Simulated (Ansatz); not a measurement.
A geometry of VBiO4 away from equilibrium: step 46 of the relaxation of a relaxed VBiO4 cell, doubled along one cell vector, shaken by Gaussian noise of σ = 0.08 Å a coordinate. Computed with PBE (plane waves to 420 eV, PAW, scalar-relativistic; Ansatz, a quantum-chemistry and plane-wave program). Γ-centred k-mesh 3×5×5 on the run's cell (coarser than for final values), Fermi–Dirac smearing 0.05 eV. The plane waves were selected for a different cell earlier on the path.

```
VBiO4
1.0
   -0.35371     7.97979     7.14798
    3.71483    -0.32602     3.72316
    3.25623     3.68046     0.13258
Bi O V
2 8 2
Direct
  0.18555   0.70961   0.62972
  0.67619   0.30750   0.64265
  0.36927   0.34275   0.66673
  0.85954   0.88626   0.68937
  0.37092   0.95838   0.40634
  0.87739   0.48221   0.42247
  0.06651   0.37494   0.70370
  0.56862   0.79167   0.67027
  0.24979   0.80868   0.09705
  0.74302   0.36669   0.11774
  0.39067   0.97901   0.71439
  0.88770   0.53051   0.73700
```

What forces act on the atoms (eV/Å)?


```
atom     Fx     Fy     Fz
----  -----  -----  -----
Bi1    0.01  -0.15  -0.17
Bi2   -0.33   0.12   0.37
O3    -0.01   0.05   0.07
O4     0.11  -0.12   0.06
O5    -0.06  -0.06  -0.03
O6     0.05  -0.05  -0.18
O7     0.00   0.14   0.18
O8     0.05  -0.01  -0.02
O9    -0.01   0.04   0.01
O10    0.17   0.14  -0.15
V11    0.04  -0.02  -0.09
V12   -0.01  -0.08  -0.06
```

The path ends in P1 (No. 1). No spin polarisation in the result. No Hubbard U is applied.

Of the parent cell (F-43m (No. 216)): it is a generated cell of VBiO4: the first start was made by a random draw of sites in a space group, and the end was not matched to a known phase here, so it may be hypothetical. Known forms of VBiO4 include space group No. 88.

The first start was generated by a random draw of sites in a space group. Materials Project lists a structure of VBiO4 in the same space group, P1 (No. 1); the sites were not compared with it, nor with measured phases. Known forms of VBiO4 include space group No. 88.
